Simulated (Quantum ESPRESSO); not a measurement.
Space group P6₃/mmc (No. 194); a = 4.3415 Å, b = 4.3415 Å, c = 7.7456 Å, α = 90.00°, β = 90.00°, γ = 120.00°

```tsv
atom	site	symmetry	x	y	z
Li	2b	-6m2	0.0000	0.0000	0.2500
Li	4f	3m.	0.6667	0.3333	0.0852
As	2c	-6m2	0.3333	0.6667	0.2500
```

The geometry is that of Materials Project entry mp-757, symmetrised and not relaxed again.

Q: What does LDA (Quantum ESPRESSO, PseudoDojo norm-conserving, 80 Ry, without SOC) give for the electronic structure near the Fermi level?

A: The LDA gap is indirect, 0.59 eV, from Γ to K; the smallest direct gap is 1.78 eV. Spin-orbit splittings are left out.
